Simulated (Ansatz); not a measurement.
LaSi$_{2}$Pt$_{2}$:
```yaml
crystal:
  lattice:
    - [4.30512, 0.00000, 0.00000]
    - [0.00000, 4.30512, 0.00000]
    - [0.00000, 0.00000, 9.86619]
  atoms:
    - { symbol: La, position: [0.00000, 0.50000, 0.25638] }
    - { symbol: La, position: [0.50000, 0.00000, 0.74362] }
    - { symbol: Si, position: [0.00000, 0.00000, 0.50000] }
    - { symbol: Si, position: [0.50000, 0.50000, 0.50000] }
    - { symbol: Si, position: [0.00000, 0.50000, 0.87132] }
    - { symbol: Si, position: [0.50000, 0.00000, 0.12868] }
    - { symbol: Pt, position: [0.00000, 0.00000, 0.00000] }
    - { symbol: Pt, position: [0.50000, 0.50000, 0.00000] }
    - { symbol: Pt, position: [0.00000, 0.50000, 0.61983] }
    - { symbol: Pt, position: [0.50000, 0.00000, 0.38017] }
```

Relaxed with r²SCAN. Special points in fractions of this cell's reciprocal vectors: Γ (0.000, 0.000, 0.000); X (0.000, 0.500, 0.000); M (0.500, 0.500, 0.000); Z (0.000, 0.000, 0.500); R (0.000, 0.500, 0.500); A (0.500, 0.500, 0.500).

### Question
List the band energies nearest the Fermi level at these points for DFT-r²SCAN in the program Ansatz with PAW potentials.

### Answer
In eV from the Fermi level; about four levels below and three above (degenerate sets whole), none deeper than 8.9 eV; points with the same levels are listed once.

```csv
k,below,above
Γ,-1.33 -1.33 -1.12 -0.95 -0.95,0.55 0.85 1.07
X,-0.98 -0.98 -0.60 -0.60,0.06 0.06 1.71 1.71
M,-1.05 -1.05 -0.59 -0.59,2.69 2.69 2.73 2.73 2.74 2.74
Z,-1.12 -1.09 -1.09 -0.45,0.48 0.49 0.90
R,-1.59 -1.59 -0.63 -0.63,0.67 0.67 1.93 1.93
A,-1.24 -1.24 -0.58 -0.58,2.62 2.62 2.69 2.69
```

Space group P4/nmm. The workflow started from a Materials Project entry (that database holds measured and hypothetical structures alike); the Crystallography Open Database copy checked does not list it. COD files the formula under space group No. 139. Its standing as an ambient phase is unchecked. The cell was relaxed with r²SCAN under the symmetry of its start; whether a distortion lowers the energy is not shown. No spin polarisation was allowed. Scalar-relativistic: spin–orbit coupling is off unless named, which matters more the heavier the elements.

Potentials: the later of the program's two PAW sets.
